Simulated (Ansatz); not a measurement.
SnTe:
```
CELL_PARAMETERS angstrom
      0.00000     3.18789     3.18789
      3.18789     0.00000     3.18789
      3.18789     3.18789     0.00000
ATOMIC_POSITIONS crystal
  Sn 0.00000 0.00000 0.00000
  Te 0.50000 0.50000 0.50000
```

Relaxed with r²SCAN. Special points in fractions of this cell's reciprocal vectors: Γ (0.000, 0.000, 0.000); X (0.500, 0.000, 0.500); U (0.625, 0.250, 0.625); K (0.375, 0.375, 0.750); L (0.500, 0.500, 0.500); W (0.500, 0.250, 0.750).

Problem. List the band energies nearest the valence-band maximum at these points for DFT-r²SCAN with spin–orbit coupling in the program Ansatz with PAW potentials.

Solution. In eV from the valence-band maximum; about four levels below and three above (degenerate sets whole), none deeper than 8.9 eV; points with the same levels are listed once.

```json
[
 {"k": "Γ", "below": "-2.08 -2.08 -2.08 -2.08", "above": "2.84 2.84 3.67 3.67 3.67 3.67"},
 {"k": "X", "below": "-4.13 -4.13 -3.69 -3.69", "above": "2.52 2.52 4.60 4.60"},
 {"k": "U", "below": "-3.46 -3.46 -2.75 -2.75", "above": "2.85 2.85 3.36 3.36"},
 {"k": "L", "below": "-1.73 -1.73 0.00 0.00", "above": "0.09 0.09 0.39 0.39"},
 {"k": "W", "below": "-4.87 -4.87 -0.99 -0.99", "above": "0.88 0.88 4.75 4.75"}
]
```

Space group Fm-3m (rock salt). The r²SCAN relaxation kept the symmetry of its start. At this level the phase is dynamically unstable (imaginary phonons).

Potentials: the earlier of the program's two PAW sets.
